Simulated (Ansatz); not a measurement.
## ZnCu: relaxation of cell and atoms

The calculation used DFT, PBE, all-electron LAPW, scalar-relativistic in Ansatz 0.2.0.

Command: `ansatz run input.yaml --threads 1 --pin off --max-ram 2048MiB --backend cpu --events-out ev --progress --plain --runs-dir out` The run took about 18 s on 1 thread of a shared machine.

```yaml
crystal:
  lattice:
    - [2.9837544442, 0.0, 0.0]
    - [0.0, 2.9837544442, 0.0]
    - [0.0, 0.0, 2.9837544442]
  atoms:
    - { symbol: Zn, position: [0.5, 0.5, 0.5] }
    - { symbol: Cu, position: [0.0, 0.0, 0.0] }
kpoints:
  mp_grid: { grid: [11, 11, 11] }
scf:
  occupations: { method: fermi_dirac, width: 0.05 }
hamiltonian:
  xc: pbe
  pseudopotentials: { kind: all_electron, lapw: { basis_error: 0.001 } }
output:
  forces: true
  stress: true
relax:
  f_tol: 0.005
  max_steps: 80
  cell: {}
```

The geometry is COD entry 9008814, unchecked; take it as a test cell. The listed cell was then made from it by scaling, straining or moving an atom.

Each frame lists the cell vectors (Å), then Cartesian positions (Å); symmetry keeps all forces zero. Free energies count from the first step, -93907.4964 eV.

The walk took 4 evaluations in all; steps that aren't listed are left out.

Step 1: E = 0.0 meV, P = -2.32 GPa

```
cell 2.9838 0.0000 0.0000 0.0000 2.9838 0.0000 0.0000 0.0000 2.9838
Zn    1.4919    1.4919    1.4919
Cu    0.0000    0.0000    0.0000
```

Step 2: E = -3.6 meV, P = -0.90 GPa

```
cell 2.9705 0.0000 0.0000 0.0000 2.9705 0.0000 0.0000 0.0000 2.9705
Zn    1.4853    1.4853    1.4853
Cu    0.0000    0.0000    0.0000
```

How does the relaxation end?

It converges, with a = 2.962 Å, b = 2.962 Å, c = 2.962 Å, α = 90.00°, β = 90.00°, γ = 90.00° (conventional cell, space group Pm-3m). The last solve (on a basis chosen afresh for the final cell, so its energy is not quite comparable) gives E = -4.2 meV, P = 0.04 GPa:
```
cell 2.9623 0.0000 0.0000 0.0000 2.9623 0.0000 0.0000 0.0000 2.9623
Zn    1.4811    1.4811    1.4811
Cu    0.0000    0.0000    0.0000
```
